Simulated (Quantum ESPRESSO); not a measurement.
## ScMo5ZrAg (a guest atom moved from site to site)

A calculation, not a measurement. The program is pw.x of Quantum ESPRESSO 7.5 (plane-wave density functional theory). The cell is made up: eight metal atoms on a hexagonal close-packed lattice, with elements, volume, strain and displacements drawn at random and not relaxed, so it may be unstable or far from any real phase. PseudoDojo standard norm-conserving files set the functional (PBE unless stated); there is no spin polarisation or spin-orbit coupling, the Fermi-Dirac width of 0.25 eV means electrons at about 2900 K, and the masses in the input are unused placeholders. A spin test at this wide smearing found no moment, but such smearing suppresses magnetism that the real alloy may have.

The runs move one Sc atom among sites that otherwise hold Mo. Cell, positions, cutoff, mesh and smearing stay as in the input of run 1; sites are counted in its order. Stress in the tables is positive in tension.

Input of run 1:

```
&control calculation='scf', pseudo_dir='./dojo.nc.sr.pbe.v0_5.standard.upf', outdir='./o', disk_io='minimal', tprnfor=.true., tstress=.true. /
&system ibrav=0, nat=8, ntyp=4, nbnd=73, ecutwfc=82.02448710, nosym=.true., tot_charge=0,
 occupations='smearing', smearing='fd', degauss=0.0183746611
/
&electrons conv_thr=1.470e-08, electron_maxstep=70, mixing_beta=0.5 /
ATOMIC_SPECIES
Ag 1.0 Ag.upf
Mo 1.0 Mo.upf
Sc 1.0 Sc.upf
Zr 1.0 Zr.upf
CELL_PARAMETERS angstrom
2.9673 -0.0007 0.0227
1.4469 -2.5184 -4.727
1.4448 7.5666 -4.7336
ATOMIC_POSITIONS angstrom
Sc -0.0062 -0.0022 0.0372
Mo 1.4895 2.5448 -4.6801
Mo 1.4441 -0.8964 -2.3873
Mo 2.9403 1.689 -7.0817
Zr 2.9817 5.0988 -4.7298
Mo 2.9569 0.0108 -4.7407
Mo 2.9415 1.6823 -2.3128
Ag 4.413 4.1832 -7.1394
K_POINTS automatic
8 5 3 1 1 1
```

| run | elements on sites 1 to 8 | free energy less that of run 1 (eV) | -TS (eV) | pressure (GPa) | stress xx (GPa) | stress yy (GPa) | stress zz (GPa) | stress yz (GPa) | stress xz (GPa) | stress xy (GPa) | iterations |
| --- | --- | --- | --- | --- | --- | --- | --- | --- | --- | --- | --- |
| 1 | Sc Mo Mo Mo Zr Mo Mo Ag | 0.000 | -2.245 | -2.22 | 4.70 | -1.37 | 3.34 | -0.71 | -0.07 | -0.19 | 23 |
| 2 | Mo Sc Mo Mo Zr Mo Mo Ag | 0.052 | -2.236 | -1.85 | 3.40 | 0.27 | 1.90 | -0.24 | -0.04 | -0.12 | 21 |
| 3 | Mo Mo Sc Mo Zr Mo Mo Ag | -0.374 | -2.129 | -1.99 | 3.32 | 3.21 | -0.56 | 1.01 | 0.04 | -0.11 | 22 |
| 4 | Mo Mo Mo Sc Zr Mo Mo Ag | -0.136 | -2.178 | -1.85 | 3.36 | 3.28 | -1.09 | 0.90 | 0.01 | -0.10 | 23 |
| 5 | Mo Mo Mo Mo Zr Sc Mo Ag | 0.001 | -2.244 | -1.32 | 3.78 | 0.34 | -0.16 | 0.62 | 0.05 | 0.00 | 20 |
| 6 | Mo Mo Mo Mo Zr Mo Sc Ag | 0.039 | -2.149 | -1.27 | 3.48 | 0.70 | -0.36 | 0.80 | 0.04 | 0.02 | 22 |

Forces Fx Fy Fz (eV/Å):

| site | run 1 | run 2 | run 3 | run 4 | run 5 | run 6 |
| --- | --- | --- | --- | --- | --- | --- |
| 1 | 0.16 1.15 -0.39 | 0.17 1.34 -0.71 | 0.13 1.28 -0.59 | 0.19 1.43 -0.45 | 0.17 0.88 -0.51 | 0.21 1.16 -0.25 |
| 2 | 0.00 -1.07 0.20 | -0.04 -1.24 -0.17 | -0.01 -0.98 -0.06 | -0.04 -1.21 0.66 | 0.01 0.11 0.15 | 0.00 -0.61 -0.77 |
| 3 | -0.03 1.35 -0.42 | -0.07 1.10 -0.54 | 0.04 1.08 -0.21 | -0.06 1.23 -0.53 | -0.06 0.72 0.35 | -0.07 0.16 -0.45 |
| 4 | -0.04 -0.82 0.91 | 0.01 -0.85 0.49 | -0.03 -0.99 1.14 | -0.04 -0.05 0.99 | -0.04 -0.68 0.55 | -0.08 -0.17 0.82 |
| 5 | -0.06 -2.05 -0.62 | -0.05 0.73 -0.45 | -0.08 -1.09 0.13 | -0.04 -0.29 -1.74 | -0.04 -0.76 -0.57 | -0.06 -0.73 -0.53 |
| 6 | 0.03 1.33 -0.07 | 0.02 -0.85 0.00 | -0.01 0.41 -0.92 | 0.03 -0.22 0.51 | -0.06 -0.15 0.31 | -0.06 0.20 0.86 |
| 7 | -0.03 0.18 -0.44 | 0.00 -0.42 0.92 | -0.02 0.53 -0.09 | 0.00 -1.14 0.04 | 0.05 -0.19 -0.83 | 0.09 -0.09 -0.24 |
| 8 | -0.02 -0.06 0.83 | -0.05 0.19 0.46 | -0.02 -0.24 0.60 | -0.04 0.25 0.53 | -0.04 0.07 0.56 | -0.03 0.09 0.57 |

The sites are displaced and not relaxed, so the energy differences mix bonding between neighbours with strain and are not ordering energies. A rerun of one cell of this series at a higher cutoff and on a denser mesh moved values by no more than 0.003 eV in energy, 0.05 GPa in stress and 0.005 eV/Å in force, and a second program with other atomic files agreed on that cell to 2 % rms in force and 0.5 GPa in pressure.